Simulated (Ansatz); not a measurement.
CdO:
```
CdO
1.0
    3.35571     0.00000     0.00000
    0.00000     3.35571     0.00000
    0.00000     0.00000     5.91458
Cd O
2 2
Direct
  0.00000   0.50000   0.00000
  0.50000   0.00000   0.50000
  0.00000   0.00000   0.25000
  0.00000   0.00000   0.75000
```

Relaxed with PBE. Special points in fractions of this cell's reciprocal vectors: Γ (0.000, 0.000, 0.000); X (0.000, 0.500, 0.000); M (0.500, 0.500, 0.000); Z (0.000, 0.000, 0.500); R (0.000, 0.500, 0.500); A (0.500, 0.500, 0.500).

Problem. List the band energies nearest the Fermi level at these points for plane-wave PAW PBE (Ansatz code).

Solution. In eV from the Fermi level; about four levels below and three above (degenerate sets whole), none deeper than 8.9 eV; points with the same levels are listed once.

| k | below | above |
|---|---|---|
| Γ | -1.61 -0.95 -0.23 -0.23 | 4.17 4.77 10.99 |
| X | -2.76 -1.66 -0.60 -0.31 | 2.51 3.49 3.88 |
| M | -3.00 -3.00 -2.76 -2.76 | 0.16 1.63 5.11 |
| Z | -1.72 -1.72 -0.66 -0.66 | 1.58 1.58 8.55 8.55 |
| R | -2.96 -1.84 -1.76 -0.25 | 3.10 3.76 5.13 |
| A | -2.64 -2.64 -1.72 -1.72 | 2.94 2.94 6.70 6.70 |

Space group P4_2/mmc. A made-up cell: these elements were put on the sites of a structure type; neither database checked (COD, Materials Project) lists it. It is not the phase usual at ambient conditions (space group No. 225). Symmetry was held in the PBE relaxation; its stability against distortions is not shown here. Spin–orbit coupling is left out wherever it is not named.

Potentials: the later of the program's two PAW sets.
